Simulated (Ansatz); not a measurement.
Relaxed-ion elastic tensor of Zr$_{2}$SiN in space group P6_3/mmc (No. 194; Zr on 4f, Si on 2d, N on 2a) in GPa (Voigt order), plane-wave PAW PBEsol (Ansatz code); density 6.17 g/cm³, 15.10 Å³ per atom.

```json
[
 {"": "1", "1": "251", "2": "112", "3": "143", "4": "0.0", "5": "0.0", "6": "0.0"},
 {"": "2", "1": "112", "2": "251", "3": "143", "4": "0.0", "5": "0.0", "6": "0.0"},
 {"": "3", "1": "143", "2": "143", "3": "297", "4": "0.0", "5": "0.0", "6": "0.0"},
 {"": "4", "1": "0.0", "2": "0.0", "3": "0.0", "4": "139", "5": "0.0", "6": "0.0"},
 {"": "5", "1": "0.0", "2": "0.0", "3": "0.0", "4": "0.0", "5": "139", "6": "0.0"},
 {"": "6", "1": "0.0", "2": "0.0", "3": "0.0", "4": "0.0", "5": "0.0", "6": "69.5"}
]
```

### Question
Is the crystal mechanically stable?

### Answer
Yes: the smallest eigenvalue of C is 69.5 GPa.

### Question
Work out the Voigt, Reuss and Hill averages.

### Answer
K_V = 178, K_R = 174, K_H = 176; G_V = 96.0, G_R = 84.5, G_H = 90.3 GPa.

### Question
Give Young's modulus, Poisson's ratio, Pugh's ratio and the universal anisotropy index.

### Answer
E = 9KG/(3K + G) = 231 GPa; ν = 0.28; K/G = 1.95 (ductile by the Pugh limit of 1.75); A_U = 5G_V/G_R + K_V/K_R − 6 = 0.70.

### Question
Estimate the sound speeds and the Debye temperature.

### Answer
v_l = √((K + 4G/3)/ρ) = 6930 m/s, v_t = √(G/ρ) = 3820 m/s, mean 4260 m/s; Θ = (h/k)(3n/4πV)^(1/3) v_m = 513 K.

### Question
Solve the Christoffel equation for the three sound speeds along x, y, z.

### Answer
Eigenvalues of C_ijkl n_j n_l equal ρv². In km/s, slowest first: x 3.35, 4.74, 6.38; y 3.35, 4.74, 6.38; z 4.74, 4.74, 6.93.

### Question
How much does each axis shrink under pressure?

### Answer
Linear compressibilities β_i = Σ_j S_ij (j = 1 to 3): x 2.3, y 2.3, z 1.2 per TPa.

The start of the workflow was typed in or built on a structure type; neither database checked (COD, Materials Project) lists it. Its standing as an ambient phase is unchecked. Symmetry was held in the PBEsol relaxation; its stability against distortions is not shown here. The run is not spin-polarised. As this level gives no gap, shear constants depend on the k-mesh and smearing (Fermi–Dirac, 0.1 eV here).

Potentials: the earlier of the program's two PAW sets. The files were generated under PBE; for other functionals the program regenerates the frozen cores, and for LDA and PBEsol the local potential too.
